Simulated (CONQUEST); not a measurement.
A self-consistent single point of SnO2 (P4_2/mnm, 6 atoms in the cell; from Materials Project mp-856, changed as shown).

```
CELL_PARAMETERS angstrom
      4.66952     0.00000     0.00000
      0.00000     4.66952     0.00000
      0.00000     0.00000     3.14335
ATOMIC_POSITIONS crystal
  Sn 0.50000 0.50000 0.50000
  Sn 0.00000 0.00000 0.00000
  O  0.19403 0.80597 0.50000
  O  0.80597 0.19403 0.50000
  O  0.69403 0.69403 0.00000
  O  0.30597 0.30597 0.00000
```

All values come from this method and carry its errors: PBE, numerical atomic orbitals double-zeta with polarisation (the shipped basis), PseudoDojo norm-conserving potentials made for PBE (CONQUEST 1.3).

CONQUEST settings:

- basis = DZP
- Diag.MPMeshX, Y, Z = 8 8 10
- potentials = PseudoDojo norm-conserving PBE
- Grid.GridCutoff = 175 Ha
- DM.SolutionMethod = diagon
- Diag.kT = 0.000735 Ha
- Diag.GammaCentred = true
- minE.SCTolerance = 1.0e-07
- SC.MaxIters = 100
- SC.LinearMixingFactor = 0.3
- AtomMove.TypeOfRun = static

Results:

Number of valence electrons: 52
Number of bands: 88
Number of k-points after the program's reduction: 420
Size of the basis: 88
Number of SCF iterations: 11
FFT grid: 60 × 60 × 36
Free energy E − TS: -6086.9156 eV
Top of the valence band (on the code's own zero): -6.99 eV
Gap on the k-point mesh: 1.51 eV
Pressure: 28.99 GPa
Largest force (vector length): 0.206 eV/Å

Forces (eV/Å):
```json
[
 {"atom": "Sn1", "Fx": "0.000", "Fy": "0.000", "Fz": "0.000"},
 {"atom": "Sn2", "Fx": "0.000", "Fy": "0.000", "Fz": "0.000"},
 {"atom": "O3", "Fx": "0.146", "Fy": "-0.146", "Fz": "0.000"},
 {"atom": "O4", "Fx": "-0.146", "Fy": "0.146", "Fz": "0.000"},
 {"atom": "O5", "Fx": "0.146", "Fy": "0.146", "Fz": "0.000"},
 {"atom": "O6", "Fx": "-0.146", "Fy": "-0.146", "Fz": "0.000"}
]
```

Stress (GPa, positive for compression):
```
25.81   0.00   0.00
 0.00  25.81   0.00
 0.00   0.00  35.35
```

Gaps are taken between levels on the mesh.

For comparison: a first run was changed to give this one (lattice scaled by 0.98), and from it to this one the free energy goes up by 92.0 meV/atom, the pressure goes from 13.04 to 28.99 GPa, the largest force goes from under 0.1 to 0.21 eV/Å and the gap on the mesh goes from 0.801 to 1.515 eV.

The program uses no crystal symmetry, so grid and mesh can part values that symmetry would make equal. The atom-centred basis is finite, which shifts total energies, pressures, gaps and forces against plane waves. The structure comes from a collection of computed structures, made at another level of theory; the collection holds predicted forms beside known ones. At this pressure the cell is far from its equilibrium volume at this level.

Cost on one core: around 4 core-minutes (rough).
